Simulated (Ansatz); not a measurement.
## ⁴⁹Ti nuclear quadrupole resonance in Ba4LaTiNb3O15

Cell: a computed structure from the Materials Project (it need not be an observed phase), atoms as given.

Space group P3m1 (No. 156); a = 5.8158, c = 11.6940 Å, γ = 120.00°.

```
site  Wyckoff  site symmetry       x       y       z
 Ba1       1c            3m.  0.6667  0.3333  0.7912
 Ba2       1a            3m.  0.0000  0.0000  0.2036
 Ba3       1c            3m.  0.6667  0.3333  0.4166
 Ba4       1b            3m.  0.3333  0.6667  0.9989
  La       1a            3m.  0.0000  0.0000  0.5510
  Ti       1a            3m.  0.0000  0.0000  0.8840
 Nb7       1c            3m.  0.6667  0.3333  0.0971
 Nb8       1b            3m.  0.3333  0.6667  0.3185
 Nb9       1b            3m.  0.3333  0.6667  0.6814
 O10       3d            .m.  0.0029  0.5014  0.6069
 O13       3d            .m.  0.6677  0.8339  0.4007
 O16       3d            .m.  0.9993  0.4996  0.2033
 O19       3d            .m.  0.6760  0.8380  0.8048
 O22       3d            .m.  0.8319  0.1681  0.0035
```

One atom of each set is listed.

Computed with Ansatz: DFT, PBE, plane waves and PAW, scalar-relativistic, 420 eV cutoff, Γ-centred 5×5×2 k-points, Fermi–Dirac smearing 0.02 eV.

⁴⁹Ti: I = 7/2, Q = 247.0 mb (year-2017 value). Static lattice, zero field.

Question: At which frequencies do the ⁴⁹Ti NQR lines lie?

Answer: For I = 7/2 and η = 0 the lines are |C_Q|/14 times 1, 2 and 3; η shifts the lowest up most.

```tsv
site	atoms	V_zz (10²¹ V/m²)	C_Q (MHz)	η	line frequencies (MHz)
Ti	1	2.23	13.3	0.00	0.951, 1.90, 2.85
```

Question: And for ⁴⁷Ti (I = 5/2, Q = 302.0 mb) on Ti?

Answer: C_Q scales with Q to 16.3 MHz, with lines at 2.44, 4.88 MHz.

An axis of threefold or higher order runs through Ti, so V_zz lies along it and η is zero.

The largest force is 0.5 eV/Å, so the atoms aren't at the calculated equilibrium and relaxing them would move these values.
